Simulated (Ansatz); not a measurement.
## NaHfSc4Nb3 (P-43m)

Computed with DFT PBE, scalar-relativistic, plane waves, PAW (Ansatz 0.2.0).

Plane waves to 420 eV, a k mesh through Γ of 6×6×6 on the computed 9-atom cell and Gaussian smearing (0.10 eV); collinear spin from starting moments 0.0 -0.2 0.3 0.3 0.3 0.3 1.4 1.4 1.4 μB.

The structure is relaxed at this level of theory with its symmetry kept, and needn't be the ground state of this composition.

```cif
data_structure
_symmetry_space_group_name_H-M 'P 1'
_symmetry_Int_Tables_number 1
_cell_length_a 6.3713
_cell_length_b 6.3713
_cell_length_c 6.3713
_cell_angle_alpha 90.000
_cell_angle_beta 90.000
_cell_angle_gamma 90.000
_cell_volume 258.64
loop_
_atom_site_label
_atom_site_type_symbol
_atom_site_fract_x
_atom_site_fract_y
_atom_site_fract_z
_atom_site_occupancy
Na1 Na 0.50000 0.50000 0.50000 1
Hf1 Hf 0.00000 0.00000 0.00000 1
Sc1 Sc 0.26683 0.26683 0.26683 1
Sc2 Sc 0.73317 0.73317 0.26683 1
Sc3 Sc 0.26683 0.73317 0.73317 1
Sc4 Sc 0.73317 0.26683 0.73317 1
Nb1 Nb 0.00000 0.50000 0.00000 1
Nb2 Nb 0.00000 0.00000 0.50000 1
Nb3 Nb 0.50000 0.00000 0.00000 1
```

Task: Formation energy from the elements' standard states (uncorrected)?

Result: +1.657 eV/atom.

Task: Kohn–Sham band gap?

Result: none (metal).

Task: Density of states at the Fermi level?

Result: 10.4 states/eV per cell.

Task: Orbital (Löwdin) character within 0.5 eV of the Fermi level?

Result: Sc 3d 39 %, Nb 4d 39 %.

Task: Bader charge by site (e)?

Result: Na (1 in the cell) 0.22, Hf (1 in the cell) 0.34, Sc (4 in the cell) 0.52, Nb (3 in the cell) -0.87.

Task: Total moment?

Result: 7.22 μB per cell.

Task: Moment by site (μB)?

Result: Hf2 -0.16, Sc3 0.31, Sc4 0.31, Sc5 0.31, Sc6 0.31, Nb7 1.31, Nb8 1.31, Nb9 1.31.

Spin-orbit coupling is left out, which matters for the bands of heavy elements.

Only this magnetic start was tried.

The cell was found from a structure generator's guess, not taken from experiment. Löwdin shares on free-atom orbitals overweight diffuse shells.
